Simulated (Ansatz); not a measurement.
A relaxation computed with Ansatz, from input to last step.

```yaml
crystal:
  lattice:
    - [3.8086656202, 0.0, 0.0]
    - [0.0, 3.8086656202, 0.0]
    - [0.0, 0.0, 6.7027765909]
  atoms:
    - { symbol: Al, position: [0.5, 0.0, 0.2055] }
    - { symbol: Al, position: [0.0, 0.5, 0.7945] }
    - { symbol: Co, position: [0.5, 0.0, 0.6485], spin: 1.49 }
    - { symbol: Co, position: [0.0, 0.5, 0.3515], spin: 1.49 }
    - { symbol: Sb, position: [0.0, 0.0, 0.0] }
    - { symbol: Sb, position: [0.5, 0.5, 0.0] }
basis:
  ecutwfc: 420
kpoints:
  mp_grid: { grid: [4, 4, 4] }
hamiltonian:
  xc: pbe
scf:
  occupations: { method: gaussian, width: 0.1 }
  lower_state_search: "off"
output:
  forces: true
  stress: true
  eigenvalues: true
  populations: true
magnetization:
  spin_polarized: true
relax:
  adjacent_minimum: "off"
  f_tol: 0.04
  max_steps: 70
  cell: { stress_tol: 0.4 }
```

```bash
ansatz run input.yaml --threads 1 --pin off --max-ram 2560MiB --backend cpu --events-out ev --progress --plain --runs-dir out
```

Method: DFT PBE, scalar-relativistic, plane waves, PAW (Ansatz).

Of 15 frames 10 are shown, positions in Å and forces in eV/Å; the SCF threshold varies from step to step. Steps run on the plane waves of an earlier cell, with a Pulay correction in the pressure. The basis is chosen afresh for the last frame, the zero of the energies, and at times for earlier ones too; energy and pressure can step there, also at an unchanged geometry. Here that happened at step 13 (-4 meV/atom, 0.4 GPa); frames between the last choice of the basis and such a step carry an error that grows, as the cell changes, to that size.

```xyz
6
Lattice="3.8087 0.0000 0.0000 0.0000 3.8087 0.0000 0.0000 0.0000 6.7028" Properties=species:S:1:pos:R:3:forces:R:3 pbc="T T T" step=1 free_energy_over_end_meV_per_atom=2018.56 pressure_GPa=50.27
Al    1.9043    0.0000    1.3774    0.0000    0.0000   11.1413
Al    0.0000    1.9043    5.3254    0.0000    0.0000  -11.1413
Co    1.9043    0.0000    4.3468    0.0000    0.0000   -1.0984
Co    0.0000    1.9043    2.3560    0.0000    0.0000    1.0984
Sb    0.0000    0.0000    0.0000    0.0000    0.0000    0.0000
Sb    1.9043    1.9043    0.0000    0.0000    0.0000    0.0000
6
Lattice="3.9793 0.0000 0.0000 0.0000 3.9793 0.0000 0.0000 0.0000 6.8252" Properties=species:S:1:pos:R:3:forces:R:3 pbc="T T T" step=3 free_energy_over_end_meV_per_atom=706.18 pressure_GPa=11.18
Al    1.9897    0.0000    1.8018    0.0000    0.0000    4.1885
Al    0.0000    1.9897    5.0234    0.0000    0.0000   -4.1885
Co    1.9897    0.0000    4.3653    0.0000    0.0000   -0.6275
Co    0.0000    1.9897    2.4599    0.0000    0.0000    0.6275
Sb    0.0000    0.0000    0.0000    0.0000    0.0000    0.0000
Sb    1.9897    1.9897    0.0000    0.0000    0.0000    0.0000
6
Lattice="4.0158 0.0000 0.0000 0.0000 4.0158 0.0000 0.0000 0.0000 6.8318" Properties=species:S:1:pos:R:3:forces:R:3 pbc="T T T" step=4 free_energy_over_end_meV_per_atom=478.55 pressure_GPa=6.30
Al    2.0079    0.0000    2.0071    0.0000    0.0000    1.7380
Al    0.0000    2.0079    4.8247    0.0000    0.0000   -1.7380
Co    2.0079    0.0000    4.3231    0.0000    0.0000    0.1724
Co    0.0000    2.0079    2.5087    0.0000    0.0000   -0.1724
Sb    0.0000    0.0000    0.0000    0.0000    0.0000    0.0000
Sb    2.0079    2.0079    0.0000    0.0000    0.0000    0.0000
6
Lattice="4.1807 0.0000 0.0000 0.0000 4.1807 0.0000 0.0000 0.0000 6.6604" Properties=species:S:1:pos:R:3:forces:R:3 pbc="T T T" step=6 free_energy_over_end_meV_per_atom=304.76 pressure_GPa=-0.93
Al    2.0904    0.0000    2.1853    0.0000    0.0000    0.5962
Al    0.0000    2.0904    4.4750    0.0000    0.0000   -0.5962
Co    2.0904    0.0000    4.4752    0.0000    0.0000    1.1783
Co    0.0000    2.0904    2.1852    0.0000    0.0000   -1.1783
Sb    0.0000    0.0000    0.0000    0.0000    0.0000    0.0000
Sb    2.0904    2.0904    0.0000    0.0000    0.0000    0.0000
6
Lattice="4.1979 0.0000 0.0000 0.0000 4.1979 0.0000 0.0000 0.0000 6.5096" Properties=species:S:1:pos:R:3:forces:R:3 pbc="T T T" step=7 free_energy_over_end_meV_per_atom=204.79 pressure_GPa=-1.62
Al    2.0989    0.0000    2.2348    0.0000    0.0000    0.6747
Al    0.0000    2.0989    4.2748    0.0000    0.0000   -0.6747
Co    2.0989    0.0000    4.5633    0.0000    0.0000    1.1457
Co    0.0000    2.0989    1.9463    0.0000    0.0000   -1.1457
Sb    0.0000    0.0000    0.0000    0.0000    0.0000    0.0000
Sb    2.0989    2.0989    0.0000    0.0000    0.0000    0.0000
6
Lattice="4.1994 0.0000 0.0000 0.0000 4.1994 0.0000 0.0000 0.0000 6.2544" Properties=species:S:1:pos:R:3:forces:R:3 pbc="T T T" step=9 free_energy_over_end_meV_per_atom=42.87 pressure_GPa=0.46
Al    2.0997    0.0000    2.3823    0.0000    0.0000    0.5455
Al    0.0000    2.0997    3.8720    0.0000    0.0000   -0.5455
Co    2.0997    0.0000    4.7477    0.0000    0.0000    0.3704
Co    0.0000    2.0997    1.5067    0.0000    0.0000   -0.3704
Sb    0.0000    0.0000    0.0000    0.0000    0.0000    0.0000
Sb    2.0997    2.0997    0.0000    0.0000    0.0000    0.0000
6
Lattice="4.1391 0.0000 0.0000 0.0000 4.1391 0.0000 0.0000 0.0000 6.4842" Properties=species:S:1:pos:R:3:forces:R:3 pbc="T T T" step=10 free_energy_over_end_meV_per_atom=6.86 pressure_GPa=0.94
Al    2.0696    0.0000    2.6609    0.0000    0.0000   -0.0395
Al    0.0000    2.0696    3.8232    0.0000    0.0000    0.0395
Co    2.0696    0.0000    5.0268    0.0000    0.0000   -0.2091
Co    0.0000    2.0696    1.4574    0.0000    0.0000    0.2091
Sb    0.0000    0.0000    0.0000    0.0000    0.0000    0.0000
Sb    2.0696    2.0696    0.0000    0.0000    0.0000    0.0000
6
Lattice="4.1227 0.0000 0.0000 0.0000 4.1227 0.0000 0.0000 0.0000 6.5736" Properties=species:S:1:pos:R:3:forces:R:3 pbc="T T T" step=12 free_energy_over_end_meV_per_atom=4.46 pressure_GPa=-0.15
Al    2.0614    0.0000    2.6851    0.0000    0.0000    0.0269
Al    0.0000    2.0614    3.8885    0.0000    0.0000   -0.0269
Co    2.0614    0.0000    5.0654    0.0000    0.0000   -0.0146
Co    0.0000    2.0614    1.5082    0.0000    0.0000    0.0146
Sb    0.0000    0.0000    0.0000    0.0000    0.0000    0.0000
Sb    2.0614    2.0614    0.0000    0.0000    0.0000    0.0000
6
Lattice="4.1227 0.0000 0.0000 0.0000 4.1227 0.0000 0.0000 0.0000 6.5736" Properties=species:S:1:pos:R:3:forces:R:3 pbc="T T T" step=13 free_energy_over_end_meV_per_atom=0.20 pressure_GPa=0.30
Al    2.0614    0.0000    2.6851    0.0000    0.0000    0.0292
Al    0.0000    2.0614    3.8885    0.0000    0.0000   -0.0292
Co    2.0614    0.0000    5.0654    0.0000    0.0000   -0.0101
Co    0.0000    2.0614    1.5082    0.0000    0.0000    0.0101
Sb    0.0000    0.0000    0.0000    0.0000    0.0000    0.0000
Sb    2.0614    2.0614    0.0000    0.0000    0.0000    0.0000
6
Lattice="4.1378 0.0000 0.0000 0.0000 4.1378 0.0000 0.0000 0.0000 6.5587" Properties=species:S:1:pos:R:3:forces:R:3 pbc="T T T" step=15 free_energy_over_end_meV_per_atom=0.00 pressure_GPa=-0.02
Al    2.0689    0.0000    2.6816    0.0000    0.0000    0.0203
Al    0.0000    2.0689    3.8771    0.0000    0.0000   -0.0203
Co    2.0689    0.0000    5.0594    0.0000    0.0000   -0.0004
Co    0.0000    2.0689    1.4993    0.0000    0.0000    0.0004
Sb    0.0000    0.0000    0.0000    0.0000    0.0000    0.0000
Sb    2.0689    2.0689    0.0000    0.0000    0.0000    0.0000
```

The start puts this composition into another compound's structure type, which needn't suit it. At the end the space group is P4/nmm (tolerance 0.05 Å).

Time: 3.7 min on 1 thread of Arm Neoverse V2, with other jobs on the host, peak memory 0.48 GiB.

The k mesh is coarse. Spin-orbit coupling is left out, which matters for the bands of heavy elements.